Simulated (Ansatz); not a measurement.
# Moving the functional in Ba2Tl5V3O12

```cif
data_structure
_symmetry_space_group_name_H-M 'P 1'
_symmetry_Int_Tables_number 1
_cell_length_a 6.6529
_cell_length_b 8.8403
_cell_length_c 9.8922
_cell_angle_alpha 71.073
_cell_angle_beta 73.986
_cell_angle_gamma 70.693
_cell_volume 510.04
loop_
_atom_site_label
_atom_site_type_symbol
_atom_site_fract_x
_atom_site_fract_y
_atom_site_fract_z
_atom_site_occupancy
Ba1 Ba 0.80419 0.04665 0.02264 1
Ba2 Ba 0.21205 0.95157 0.34012 1
V1 V 0.74540 0.70796 0.33582 1
V2 V 0.25963 0.26599 0.03225 1
V3 V 0.04074 0.07695 0.66106 1
Tl1 Tl 0.25636 0.39847 0.35003 1
Tl2 Tl 0.58966 0.34866 0.60553 1
Tl3 Tl 0.57327 0.88069 0.66842 1
Tl4 Tl 0.74552 0.49664 0.11648 1
Tl5 Tl 0.11891 0.64206 0.74303 1
O1 O 0.28433 0.09717 0.54175 1
O2 O 0.85350 0.49575 0.34386 1
O3 O 0.40255 0.20448 0.17282 1
O4 O 0.88414 0.05377 0.55967 1
O5 O 0.14017 0.47956 0.98899 1
O6 O 0.54627 0.73631 0.48712 1
O7 O 0.90594 0.24279 0.73262 1
O8 O 0.61543 0.80058 0.18857 1
O9 O 0.05538 0.16451 0.10164 1
O10 O 0.08209 0.90404 0.80708 1
O11 O 0.44178 0.20123 0.89187 1
O12 O 0.94269 0.80417 0.30862 1
```

The cell comes from a database or a generator and needn't be the stable form of this composition.

Kept alike: task band structure; k mesh 5 × 4 × 3; occupations fermi-dirac, width 0.05 eV; collinear spin, ferromagnetic start. Program: Ansatz, Ansatz PAW. Cutoffs run from 420 to 500 eV. The mesh is that of the run's cell of 22 atoms. No spin-orbit coupling.

| functional | band gap (eV) | pressure (GPa) |
| --- | --- | --- |
| BLYP | 2.936 | 2.13 |
| LDA | 2.800 | -4.94 |
| PBE | 2.892 | 0.01 |
| PBEsol | 2.846 | -2.60 |
| RPBE | 2.981 | 2.17 |
| r2SCAN | 3.199 | -2.04 |
| revPBE | 2.968 | 1.64 |

Pressure is positive in compression, with a Pulay correction for the finite cutoff. Spin-orbit coupling, left out here, moves the band edges of heavy atoms and can close or invert small gaps. The moments vanished: the runs ended non-magnetic. Gaps are the smaller of the mesh's and the band path's. All rows use potentials made for PBE.

What does the functional change here?

The band gap runs from 2.800 (LDA) to 3.199 eV (r2SCAN). From PBE: BLYP +0.044; LDA -0.092; PBEsol -0.046; RPBE +0.089; r2SCAN +0.307; revPBE +0.076. The pressure runs from -4.94 (LDA) to 2.17 GPa (RPBE). From PBE: BLYP +2.12; LDA -4.95; PBEsol -2.61; RPBE +2.16; r2SCAN -2.05; revPBE +1.63.
